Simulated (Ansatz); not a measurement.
Input:

Rh:
```
Rh
1.0
    0.00000     1.88999     1.88999
    1.88999     0.00000     1.88999
    1.88999     1.88999     0.00000
Rh
1
Cartesian
  0.00000   0.00000   0.00000
```

This is the PBEsol-relaxed structure.

Question: All from DFT-PBEsol in the program Ansatz with PAW potentials, unless another level is named. Predict the Poisson's ratio.

Answer: 0.25.

Question: And the elastic constants (relaxed ions, GPa)?

Answer: C11 = 468, C12 = 209, C44 = 210.

Space group Fm-3m (fcc (Cu type)). The cell was relaxed with PBEsol under the symmetry of its start. The run is not spin-polarised. As this level gives no gap, shear constants depend on the k-mesh and smearing (Fermi–Dirac, 0.1 eV here). On the denser mesh and wider smearing of the elastic run this cell carries a stress of 0.4 GPa.

Potentials: the later of the program's two PAW sets.
